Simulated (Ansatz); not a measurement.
# BP: zone-centre modes under pressure

BP, F-43m, a = 4.490 Å. Ansatz: LDA, PAW, 420 eV, Γ-centred 10×10×10 mesh on 2 atoms, fixed occupations; no spin polarisation. Cell and atoms are relaxed at each pressure with the symmetry kept; optical modes at Γ by linear response, in cm⁻¹, the highest, without the LO field.

| P (GPa) | V (Å³/atom) | ω1 |
| --- | --- | --- |
| 0 | 11.318 | 820.7 |
| 5 | 11.016 | 843.4 |
| 11 | 10.698 | 868.4 |
| 22 | 10.207 | ? |

Problem. Get the mode's Grüneisen parameter γ = −d ln ω/d ln V from the other rows and predict the missing frequency.

Solution. ln(V/V0) = 0.0000, -0.0270, -0.0563, -0.1033; a line through ln(ω/ω0) of the 3 known rows gives ω1: γ = 1.003, predicted 910.4, computed 909.7. The miss is 0.1 %, or 1 % of the shift under pressure, so a constant γ serves at that level.

The mesh isn't the same in all rows (10×10×10, 12×12×12).